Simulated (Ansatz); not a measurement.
Total density of states per atom from r²SCAN in the plane-wave PAW code Ansatz, in 0.25 eV bins, energy from the valence-band maximum:

| E (eV) | states/eV/atom |
|---|---|
| -7.85 | 0.04 |
| -7.60 | 0.01 |
| -7.35 | 0.00 |
| -7.10 | 0.00 |
| -6.85 | 0.00 |
| -6.60 | 0.00 |
| -6.35 | 0.00 |
| -6.10 | 0.00 |
| -5.85 | 0.25 |
| -5.60 | 0.40 |
| -5.35 | 0.44 |
| -5.10 | 0.51 |
| -4.85 | 0.61 |
| -4.60 | 0.72 |
| -4.35 | 0.80 |
| -4.10 | 0.67 |
| -3.85 | 0.62 |
| -3.60 | 0.50 |
| -3.35 | 0.53 |
| -3.10 | 0.61 |
| -2.85 | 0.48 |
| -2.60 | 0.72 |
| -2.35 | 0.61 |
| -2.10 | 0.70 |
| -1.85 | 0.72 |
| -1.60 | 1.35 |
| -1.35 | 0.76 |
| -1.10 | 0.80 |
| -0.85 | 0.67 |
| -0.60 | 1.32 |
| -0.35 | 1.22 |
| -0.10 | 0.40 |
| 0.15 | 0.00 |
| 0.40 | 0.00 |
| 0.65 | 0.00 |
| 0.90 | 0.00 |
| 1.15 | 0.25 |
| 1.40 | 0.41 |
| 1.65 | 1.28 |
| 1.90 | 1.24 |
| 2.15 | 1.04 |
| 2.40 | 0.82 |
| 2.65 | 1.23 |
| 2.90 | 0.92 |
| 3.15 | 0.51 |
| 3.40 | 0.96 |
| 3.65 | 0.97 |
| 3.90 | 0.38 |
| 4.15 | 0.54 |
| 4.40 | 0.61 |
| 4.65 | 0.65 |
| 4.90 | 0.68 |
| 5.15 | 0.25 |
| 5.40 | 0.26 |
| 5.65 | 0.26 |
| 5.90 | 0.30 |

Task: Which of these materials gives this?
A) Sb, A7 (α-As type)
B) SnTe, rock salt
C) Nb3Sb2Te5, I-43m (Nb on 12e, Sb on 8c, Te on 8c, Te on 12d)
D) In5CuTe8, C2 (Pearson symbol mS28)

Result: C, Nb3Sb2Te5, I-43m (Nb on 12e, Sb on 8c, Te on 8c, Te on 12d). Top 1 eV of the valence band: Nb 4d 54 %, Te 5p 24 %, Sb 5p 18 %. Bottom 1 eV of the conduction band: Nb 4d 60 %, Te 5p 16 %, Sb 5p 9 %, Te 5s 7 %. Projections are on Löwdin-orthogonalised atomic valence shells; empty p or d shells of many metals are not among them.

The first step of the workflow began from a Materials Project structure, measured or hypothetical; the Crystallography Open Database copy checked does not list it. Its standing as an ambient phase is unchecked. The cell was relaxed with r²SCAN under the symmetry of its start; its stability against distortions is not shown here. The run is not spin-polarised. Spin–orbit coupling is left out wherever it is not named.

Potentials: the later of the program's two PAW sets.
